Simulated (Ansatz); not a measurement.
Zn3CdS4 in space group P-43m (No. 215; Zn on 3c, Cd on 1a, S on 4e), the program Ansatz at the LDA level (PAW). The conduction-band minimum lies at Γ, with 1 equivalent valley. Second derivatives d²E/dk² of the lowest band at one valley (eV·Å²), along Cartesian directions:

| direction | d²E/dk² |
|---|---|
| [100] | 49.43 |
| [010] | 49.43 |
| [001] | 49.43 |
| [110] | 49.40 |
| [101] | 49.40 |
| [011] | 49.40 |

Question: Find the principal effective masses, the density-of-states mass and the conductivity mass.

Answer: Off-diagonal terms follow from H_xy = H[110] − (H_xx + H_yy)/2, and m*/mₑ = 7.620 eV·Å² over each eigenvalue: 0.15, 0.15, 0.15. One valley's DOS mass (m₁m₂m₃)^(1/3) = 0.15, conductivity mass 3/(Σ 1/mᵢ) = 0.15 mₑ.

Question: What effective density of states Nc follows at 300 K for parabolic valleys?

Answer: Nc = 2.509e19 × 1 × (0.15)^(3/2) ≈ 1.5e18 cm⁻³.

Question: With the computed static dielectric constant 9.31 (mean of the diagonal), estimate a hydrogenic donor's binding energy and radius.

Answer: E = 13.606 eV × 0.15/9.31² ≈ 24 meV; a = 0.529 Å × ε/m* ≈ 33 Å. Semilocal masses tend to be too small where the gap is.

The first step of the workflow began from a Materials Project structure, measured or hypothetical; the Crystallography Open Database copy checked does not list it. With Zn and Cd taken as one species the cell has the higher symmetry F-43m, so it may be an ordered model of a mixed-site phase. Whether it is the stable phase at ambient conditions was not checked. The cell was relaxed with LDA under the symmetry of its start; phonons on a q-mesh show no instability. Spin–orbit coupling is left out wherever it is not named.

Potentials: the later of the program's two PAW sets.
